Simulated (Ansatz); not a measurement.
Input file for Ansatz (an electronic-structure program):

Ansatz 0.2 input:
```yaml
crystal:
  lattice:
    - [2.1659335763, -5.7107153115, 0.0]
    - [2.1659335763, 5.7107153115, 0.0]
    - [0.0, 0.0, 4.4993977211]
  atoms:
    - { symbol: Cs, position: [0.8616166228, 0.1383833772, 0.7337012786] }
    - { symbol: Cs, position: [0.1383833772, 0.8616166228, 0.2337012786] }
    - { symbol: H, position: [0.5348847265, 0.4651152735, 0.6106113937] }
    - { symbol: H, position: [0.4651152735, 0.5348847265, 0.1106113937] }
    - { symbol: O, position: [0.5940827717, 0.4059172283, 0.7653973277] }
    - { symbol: O, position: [0.4059172283, 0.5940827717, 0.2653973277] }
kpoints:
  mp_grid: { grid: [7, 7, 6] }
hamiltonian:
  xc: r2scan
  pseudopotentials: { kind: paw }
scf:
  occupations: { method: fixed }
checkpoint: { read: static.run }
output: { write_density: true, elf: true, volumetric_format: npy }
basis: { fft_grid_basis: typed }
```

Output (shortened):

```
Pseudopotential: Cs, paw, valence charge 9
Pseudopotential: H, paw, valence charge 1
Pseudopotential: O, paw, valence charge 6
Functional definition: r2SCAN
Crystal: 6 atoms, lattice volume = 111.306 Å³
Basis set: ecut = 500 eV, 2827 PW (Γ), exchange–correlation on 180×180×144 points (64 copies of the dense FFT grid, shifted against one another)
Bands: 22, of which v1, the nominal top of the filled ones, is band 16 counted from 1 (15 counted from 0)
Symmetry: 4 space group operations
Space group: Cmc21 (ITA 36), of the structure as read, at distance tolerance 4.8e-5 Å
k-points: 64 of 294 (time reversal used)
Stability of the state it starts from, as read at its close in the unpolarized treatment …
iter 1 solved again at ethr=2.53e-7 eV; its pass at ethr=3.10e-3 eV (dr2=8.09e-5 eV) is discarded
SCF iter   1: F=—  HF=-12544.134320 eV  |F-HF|=—  |Δ(HF+E_count)|=         —  Δρ=1.53e-6  dr2=1.84e-9  dr2_τ=1.51e-10  ethr=2.53e-7  ⟨swp⟩=3.3  Hψ=10542  notcnv=0  defer=256
preconditioner: auto → Resta (q_TF=auto, 2.216 Å⁻¹)
SCF iter   2: F=-12544.134320 eV  HF=-12544.134320 eV  |F-HF|=1.12e-9  |Δ(HF+E_count)|=   2.09e-7  Δρ=1.29e-6  dr2=1.39e-9  dr2_τ=3.02e-10  ethr=5.75e-12  ⟨swp⟩=12.8  Hψ=8972  notcnv=0
SCF 1 converged in 2 iterations: F = -12544.134320 eV  dr2 = 1.39e-9
SCF converged after 2 iterations
Free energy (F): -12544.134320 eV
Harris-Foulkes:  -12544.134320 eV  (|F-HF|=1.12e-9)
Internal energy: -12544.134320 eV  (E = F + TS)
E sigma→0 (E₀):  -12544.134320 eV
Fermi energy:    4.249511 eV
--- Per-component energies (eV) ---
  E_band       = -121.324951
  E_kinetic    = 667.830373
  E_local      = -1280.215676  (includes V_loc(G=0)·N_el)
  E_nonlocal   = 156.931658
  E_hartree    = 468.402506
  E_xc         = -492.779787
  E_vxc        = -517.523746  (∫ρ·V_xc dr)
  E_paw        = -10507.463806  (= ΣΔE_a)
  E_vpaw       = -114.575794  (= ΣTr[D̂ρ^β])
  E_aug_tail   = 0.001125  (compensation charges beyond the density's cutoff)
  E_vtau       = 29.420837  (kinetic-family band-sum trace: ∫τ·v_τ [+ j·A + Jᵃ·Aᵃ] dr)
  E_ewald      = -1556.876589
  E_core_change = 0.035877  (= ΣΔE_core)
  E_smearing   =  0.000000  (= −TS)
  E_closure    = 0.000000  (closes the sum)
  Σ components = -12544.134320   (vs F -12544.134320, Δ=0.00e0)
  [band-id]    e_kinetic+e_local+e_nonlocal+2·e_hartree+e_vxc+e_vpaw+e_augmentation_tail+e_vtau = -121.326212   (vs E_band -121.324951, Δ=-1.26e-3)
--- Band table (eV; the first three rows and the last of 64) ---
  k-point 0: bands = ["-16.6440", "-16.2444", "-13.4230", "-13.0755", "-3.8190", "-3.2880", "-2.8032", "-2.6064", "-2.4012", "-2.3627", "0.3501", "0.7659", "3.9431", "3.9511", "4.1490", "4.2495", "8.8021", "8.8584", "10.4935", "10.6232", "10.9827", "12.7105"]
  k-point 1: bands = ["-16.6056", "-16.2574", "-13.4139", "-13.1167", "-3.7408", "-3.2655", "-2.7668", "-2.5940", "-2.5118", "-2.4820", "0.3131", "0.7020", "3.8634", "3.9874", "4.0634", "4.1309", "9.1195", "9.3039", "10.2242", "10.8738", "11.8160", "12.4816"]
  k-point 2: bands = ["-16.5077", "-16.3040", "-13.3813", "-13.2142", "-3.5204", "-3.1918", "-2.7795", "-2.7540", "-2.6817", "-2.5790", "0.2779", "0.5279", "3.7248", "3.8816", "3.9756", "4.0209", "9.4434", "10.2153", "10.9010", "11.1694", "12.3755", "12.8162"]…
  k-point 63: bands = ["-16.3801", "-16.3801", "-13.3468", "-13.3468", "-3.5377", "-3.5377", "-2.6176", "-2.6176", "-2.3408", "-2.3408", "0.1267", "0.1267", "3.7878", "3.7878", "3.8004", "3.8004", "10.0467", "10.0467", "11.2948", "11.2948", "12.3376", "12.3376"]
```

Cost: very roughly 25 core-seconds on shared cores.

Space group Cmc2_1. The workflow started from a Materials Project entry (that database holds measured and hypothetical structures alike); the Crystallography Open Database copy checked does not list it. Whether it is the stable phase at ambient conditions was not checked. The r²SCAN relaxation kept the symmetry of its start; its stability against distortions is not shown here. Spin–orbit coupling is left out wherever it is not named.

Potentials: the later of the program's two PAW sets.

Ansatz is a plane-wave DFT program.
